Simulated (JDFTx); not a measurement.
An input for JDFTx (a modified build) (Os(0001), linear PCM (GLSSA13), water, 1 M KCl; bohr, hartree) and the course of its log:

```
lattice \
  5.1894333192 2.5947166690 0.0000000000 \
  0.0000000000 4.4941810815 0.0000000000 \
  0.0000000000 0.0000000000 42.5188378041
coords-type Lattice
ion Os 0.6666666668 0.6666666668 -0.1442103330 0
ion Os 0.0000000002 0.0000000002 -0.0480701110 0
ion Os 0.6666666668 0.6666666668 0.0480701110 0
ion Os 0.0000000002 0.0000000002 0.1442103330 0
ion-species pseudo/os_pbe_v1.2.upf
elec-cutoff 20 100
elec-ex-corr gga-PBE
coulomb-interaction Slab 001
coulomb-truncation-embed 0 0 0
kpoint-folding 6 6 1
elec-smearing Fermi 0.01
elec-n-bands 43
target-mu -0.203591
electronic-scf nIterations 100 energyDiffThreshold 1e-07
fluid LinearPCM
pcm-variant GLSSA13
fluid-solvent H2O
fluid-cation K+ 1
fluid-anion Cl- 1
fluid-minimize nIterations 400 knormThreshold 1e-11
wavefunction read f0.wfns
elec-initial-eigenvals f0.eigenvals
elec-initial-fillings read f0.fillings
fluid-initial-state f0.fluidState
dump-name f0_u0.$VAR
dump End State Ecomponents EigStats BandEigs Forces ElecDensity IonicPositions Fillings Kpoints Dtot FluidDebug BoundCharge FluidDensity
```

```
[one cycle in 5 is shown, and the last three; fluid-solver lines are left out]
	FillingsUpdate:  mu: -0.203591000  nElectrons: 62.259922
SCF: Cycle:  0   G: -353.732936406904912   dG: +1.637e+00   |Residual|: 1.217e-01   |deigs|: 1.344e-05
	FillingsUpdate:  mu: -0.203591000  nElectrons: 63.780233
SCF: Cycle:  5   G: -355.354465954083935   dG: -7.094e-02   |Residual|: 1.168e-02   |deigs|: 2.679e-03
	FillingsUpdate:  mu: -0.203591000  nElectrons: 63.960238
SCF: Cycle: 10   G: -355.370157751638601   dG: +2.579e-04   |Residual|: 2.426e-03   |deigs|: 5.890e-04
	FillingsUpdate:  mu: -0.203591000  nElectrons: 63.944806
SCF: Cycle: 15   G: -355.370608610620877   dG: -3.050e-04   |Residual|: 1.237e-03   |deigs|: 8.776e-04
	FillingsUpdate:  mu: -0.203591000  nElectrons: 63.929667
SCF: Cycle: 20   G: -355.370753632122046   dG: -1.828e-06   |Residual|: 2.879e-05   |deigs|: 6.496e-05
	FillingsUpdate:  mu: -0.203591000  nElectrons: 63.929363
SCF: Cycle: 25   G: -355.370753674808952   dG: -8.780e-09   |Residual|: 2.425e-05   |deigs|: 1.365e-05
	FillingsUpdate:  mu: -0.203591000  nElectrons: 63.930139
SCF: Cycle: 30   G: -355.370753309774045   dG: +3.698e-07   |Residual|: 5.854e-05   |deigs|: 9.394e-06
	FillingsUpdate:  mu: -0.203591000  nElectrons: 63.929255
SCF: Cycle: 35   G: -355.370753669494320   dG: -3.588e-08   |Residual|: 6.247e-06   |deigs|: 4.143e-06
	FillingsUpdate:  mu: -0.203591000  nElectrons: 63.929297
SCF: Cycle: 40   G: -355.370753666838141   dG: -8.612e-08   |Residual|: 1.003e-05   |deigs|: 8.471e-06
	FillingsUpdate:  mu: -0.203591000  nElectrons: 63.928804
SCF: Cycle: 45   G: -355.370753478360371   dG: +1.802e-07   |Residual|: 4.054e-05   |deigs|: 7.659e-06
	FillingsUpdate:  mu: -0.203591000  nElectrons: 63.929333
SCF: Cycle: 50   G: -355.370753663980622   dG: -1.593e-07   |Residual|: 5.985e-06   |deigs|: 7.340e-06
	FillingsUpdate:  mu: -0.203591000  nElectrons: 63.930283
SCF: Cycle: 55   G: -355.370753122406427   dG: +5.383e-07   |Residual|: 6.694e-05   |deigs|: 1.290e-05
	FillingsUpdate:  mu: -0.203591000  nElectrons: 63.929286
SCF: Cycle: 60   G: -355.370753655348608   dG: -1.454e-06   |Residual|: 6.476e-06   |deigs|: 1.802e-05
	FillingsUpdate:  mu: -0.203591000  nElectrons: 63.929189
SCF: Cycle: 65   G: -355.370753624059148   dG: -8.260e-08   |Residual|: 1.915e-05   |deigs|: 7.904e-06
	FillingsUpdate:  mu: -0.203591000  nElectrons: 63.928989
SCF: Cycle: 70   G: -355.370753572756087   dG: +5.441e-08   |Residual|: 2.668e-05   |deigs|: 4.424e-06
	FillingsUpdate:  mu: -0.203591000  nElectrons: 63.929131
SCF: Cycle: 75   G: -355.370753587518209   dG: -6.742e-08   |Residual|: 2.771e-05   |deigs|: 5.662e-06
	FillingsUpdate:  mu: -0.203591000  nElectrons: 63.929106
SCF: Cycle: 80   G: -355.370753604985794   dG: +6.087e-09   |Residual|: 1.784e-05   |deigs|: 2.128e-06
	FillingsUpdate:  mu: -0.203591000  nElectrons: 63.929189
SCF: Cycle: 85   G: -355.370753612613214   dG: -9.288e-08   |Residual|: 1.629e-05   |deigs|: 4.534e-06
	FillingsUpdate:  mu: -0.203591000  nElectrons: 63.928800
SCF: Cycle: 90   G: -355.370753457795843   dG: +1.310e-07   |Residual|: 4.057e-05   |deigs|: 5.868e-06
	FillingsUpdate:  mu: -0.203591000  nElectrons: 63.929191
SCF: Cycle: 95   G: -355.370753588082152   dG: -5.165e-08   |Residual|: 2.824e-05   |deigs|: 4.428e-06
	FillingsUpdate:  mu: -0.203591000  nElectrons: 63.929167
SCF: Cycle: 97   G: -355.370753596703707   dG: -7.277e-08   |Residual|: 1.795e-05   |deigs|: 3.996e-06
	FillingsUpdate:  mu: -0.203591000  nElectrons: 63.929053
SCF: Cycle: 98   G: -355.370753578798372   dG: +1.791e-08   |Residual|: 2.275e-05   |deigs|: 2.611e-06
	FillingsUpdate:  mu: -0.203591000  nElectrons: 63.929178
SCF: Cycle: 99   G: -355.370753575645949   dG: +3.152e-09   |Residual|: 3.110e-05   |deigs|: 3.860e-06
SCF: None of the convergence criteria satisfied after 100 iterations.
IonicMinimize: Iter:   0  G: -355.370753575645949  |grad|_K:  0.000e+00
IonicMinimize: Converged (|grad|_K<1.000000e-04).
```

This run gave no converged result. The loop ran out of cycles short of its threshold. It has stalled and not diverged: the last ten energies span 1e-07 Ha, so the total is near its end, but levels, forces and the electron count aren't shown converged.
